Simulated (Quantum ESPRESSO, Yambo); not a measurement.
At a photon energy of 7.75 eV, RPA with local fields on PBEsol bands shifted by a G0W0 scissor of 1.43 eV (Quantum ESPRESSO and Yambo; 6×6×4 mesh, 134 bands, 3 Ry local-field block, 0.2 eV broadening) gives ε = 4.73 + 5.72i for La2O3 (space group P-3m1, No. 164), field along x. Axes are Cartesian, with cell vectors (Å) (3.93, 0.00, 0.00), (-1.97, 3.40, 0.00), (0.00, 0.00, 6.11).

### Question
Work out n, κ, the normal-incidence reflectivity, the absorption coefficient and the penetration depth.

### Answer
|ε| = 7.42; n = √((|ε| + ε1)/2) = 2.46, κ = √((|ε| − ε1)/2) = 1.16. R = ((n − 1)² + κ²)/((n + 1)² + κ²) = 0.26. α = 2Eκ/(ħc) with ħc = 197.327 eV nm: 0.0911 per nm = 9.1 × 10⁵ per cm, a 1/e depth of 11 nm. The computed direct gap is 5.29 eV, and the energy scale of the real crystal may differ from it. Excitonic effects are left out, and values at one energy depend on mesh and broadening. The scissor comes from a G0W0 run whose convergence isn't established. Convergence of the RPA response with its 6×6×4 mesh was not tested.

Geometry of the Materials Project entry, not relaxed at this level; primitive cell a = b = 3.9308 Å, c = 6.1120 Å, α = β = 90.00°, γ = 120.00°.
